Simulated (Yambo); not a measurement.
```
CELL_PARAMETERS angstrom
      3.21564     0.00000     0.00000
     -1.60782     2.78482     0.00000
      0.00000     0.00000     5.16142
ATOMIC_POSITIONS crystal
  N  0.66667 0.33333 0.87703
  N  0.33333 0.66667 0.37703
  Ga 0.66667 0.33333 0.49797
  Ga 0.33333 0.66667 0.99797
```

GaN (wurtzite, space group P6_3mc, No. 186) under biaxial strain of +1 % along x and y, z relaxed: mean Im ε in 1 eV windows above the direct gap of 2.81 eV, for different electron-hole kernels (Yambo, broadening 0.15 eV, norm-conserving PBE (stringent potentials; Quantum ESPRESSO, 114 Ry, no spin-orbit coupling) bands; 9×9×6 mesh, 5 valence and 2 conduction bands, static screening with 42 bands and a 4 Ry block, scissor 0.95 eV, Tamm-Dancoff; field along x).

```tsv
window (eV)	independent quasiparticles	BSE
2.8 to 3.8	0.9	1.8
3.8 to 4.8	1.5	2.3
4.8 to 5.8	2.3	4.5
5.8 to 6.8	4.2	7.7
6.8 to 7.8	6.8	5.6
```

This run doesn't resolve bound excitons or single peaks, so only averages are given, and they too depend on the mesh; weight that the attraction moves below the gap isn't listed. All transitions below 8.14 eV are in the band window. The scissor comes from a G0W0 run whose convergence isn't established.

Spin-orbit splittings are left out.
